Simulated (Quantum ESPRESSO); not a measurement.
pw.x input (Quantum ESPRESSO 7.5; PBEsol, PseudoDojo standard norm-conserving files, scalar-relativistic):

```
&CONTROL
  calculation = 'scf'
  pseudo_dir = './pseudo'
  outdir = './out'
  tprnfor = .true.
  tstress = .true.
/
&SYSTEM
  ibrav = 0
  nat = 12
  ntyp = 3
  ecutwfc = 84.0
  ecutrho = 336.0
  occupations = 'smearing'
  smearing = 'fd'
  degauss = 0.002
  nbnd = 45
/
&ELECTRONS
  conv_thr = 1.2e-09
/
ATOMIC_SPECIES
Li 6.9400 Li.upf
O 15.9990 O.upf
Mo 95.9500 Mo.upf
CELL_PARAMETERS angstrom
  4.931210000000   0.000000000000   0.000000000000
  2.251715000000   4.392502000000   0.000000000000
  1.680329000000  -0.060591000000   4.932994000000
ATOMIC_POSITIONS crystal
Li   0.859100000000   0.807850000000   0.987910000000
Li   0.140900000000   0.192150000000   0.012090000000
Li   0.500000000000   0.500000000000   0.000000000000
Li   0.000000000000   0.500000000000   0.500000000000
O   0.935830000000   0.143540000000   0.728840000000
O   0.064170000000   0.856460000000   0.271160000000
O   0.275710000000   0.493880000000   0.723680000000
O   0.724290000000   0.506120000000   0.276320000000
O   0.412130000000   0.176910000000   0.232850000000
O   0.587870000000   0.823090000000   0.767150000000
Mo   0.357410000000   0.861330000000   0.496660000000
Mo   0.642590000000   0.138670000000   0.503340000000
K_POINTS automatic
6 6 6 0 0 0
```

End of the output:

```
     total energy              =    -537.00996848 Ry
     estimated scf accuracy    <       0.00000110 Ry
     total energy              =    -537.00996888 Ry
     estimated scf accuracy    <       0.00000066 Ry
     total energy              =    -537.00996898 Ry
     estimated scf accuracy    <          3.5E-09 Ry
[...]
     the Fermi energy is    11.1118 ev
!    total energy              =    -537.00996898 Ry
     estimated scf accuracy    <          6.9E-10 Ry
     smearing contrib. (-TS)   =      -0.00021211 Ry
     internal energy E=F+TS    =    -537.00975687 Ry
     The total energy is F=E-TS. E is the sum of the following terms:
     one-electron contribution =    -177.13908441 Ry
     hartree contribution      =     123.76049998 Ry
     xc contribution           =    -103.95990765 Ry
     ewald contribution        =    -379.67126480 Ry
     convergence has been achieved in  13 iterations
     Forces acting on atoms (cartesian axes, Ry/au):
     atom    1 type  1   force =     0.00016542   -0.00008230   -0.00021651
     atom    2 type  1   force =    -0.00016542    0.00008230    0.00021651
     atom    3 type  1   force =     0.00000000    0.00000000    0.00000000
     atom    4 type  1   force =     0.00000000    0.00000000    0.00000000
     atom    5 type  2   force =    -0.00080168   -0.00194191   -0.00522078
     atom    6 type  2   force =     0.00080168    0.00194191    0.00522078
     atom    7 type  2   force =     0.00331521   -0.00046359   -0.00562869
     atom    8 type  2   force =    -0.00331521    0.00046359    0.00562869
     atom    9 type  2   force =     0.00291963   -0.00600665    0.00828006
     atom   10 type  2   force =    -0.00291963    0.00600665   -0.00828006
     atom   11 type  3   force =    -0.01341855   -0.00502294   -0.00034751
     atom   12 type  3   force =     0.01341855    0.00502294    0.00034751
     Total force =     0.028043     Total SCF correction =     0.000069
     Computing stress (Cartesian axis) and pressure
          total   stress  (Ry/bohr**3)                   (kbar)     P=      -17.81
  -0.00010019   0.00004406  -0.00000678          -14.74        6.48       -1.00
   0.00004406  -0.00013301   0.00002142            6.48      -19.57        3.15
  -0.00000678   0.00002142  -0.00012993           -1.00        3.15      -19.11
```

Spin-orbit coupling is not included.

Geometry of the Materials Project entry, not relaxed at this level.
